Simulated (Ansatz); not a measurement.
## CdSe: computed property card

CdSe:
```
CELL_PARAMETERS angstrom
      4.24763     0.00000     0.00000
     -2.12381     3.67855     0.00000
      0.00000     0.00000    13.87794
ATOMIC_POSITIONS crystal
  Cd 0.00000 0.00000 0.00023
  Cd 0.00000 0.00000 0.50023
  Cd 0.66667 0.33333 0.75017
  Cd 0.33333 0.66667 0.25017
  Se 0.00000 0.00000 0.81276
  Se 0.00000 0.00000 0.31276
  Se 0.66667 0.33333 0.56247
  Se 0.33333 0.66667 0.06247
```

Space group P6_3mc (No. 186); conventional cell a = b = 4.248 Å, c = 13.878 Å, α = β = 90.00°, γ = 120.00°.

Method: plane-wave PAW LDA (Ansatz code). The cell and atoms are relaxed at this level. Other levels are named where they apply.

Cell and energy:

* **Volume per atom**: 27.11 Å³
* **Density**: 5.86 g/cm³
* **Formation energy from the elements (no fitted shifts)**: -0.54 eV/atom

Electronic structure:

* **Band gap**: 0.43 eV (direct)
* **Valence-band maximum**: at Γ
* **Conduction-band minimum**: at Γ
* **Electron effective mass**: 0.043 mₑ (isotropic)
* **Hole effective mass, band 1 of 2 at the edge**: 1.4 along x, 1.3 along z (mₑ)
* **Hole effective mass, band 2 of 2 at the edge**: 0.044 along x, 1.3 along z (mₑ)

Mechanics:

* **Bulk modulus (Birch–Murnaghan fit)**: 57.8 GPa
* **Pressure derivative B′**: 4.7
* **Elastic constants (relaxed ions, GPa)**: C11 = 81.0, C12 = 49.8, C13 = 42.0, C33 = 90.5, C44 = 13.9
* **Mechanical stability**: stable (all eigenvalues of C positive)
* **Hill bulk and shear moduli**: 57.8 and 16.3 GPa
* **Young's modulus**: 44.6 GPa
* **Poisson's ratio**: 0.37
* **Debye temperature from the elastic constants**: 186 K
* **Piezoelectric stress constants (proper, relaxed ions, C/m²)**: e15 = e24 = 0.09, e31 = e32 = 0.13, e33 = -0.22

Phonons:

* **Highest zone-centre frequency (without LO–TO term)**: 201 cm⁻¹
* **Zone-centre stability**: no imaginary mode at Γ
* **Dynamical stability on the path**: stable (no imaginary branch)
* **Zero-point energy**: 23.6 meV/atom
* **Vibrational entropy at 300 K**: 42.7 J/(K·mol of atoms)

The cell is a constructed one: a structure type filled with these elements. Its sites differ from those of the usual phase in this space group: another stacking or structure type. The cell was relaxed with LDA under the symmetry of its start. Signs of piezoelectric constants follow the polarity of the cell as given. The references are the lowest solids computed at this level, not always the standard phases. Spin–orbit coupling is left out wherever it is not named.

Potentials: the later of the program's two PAW sets.
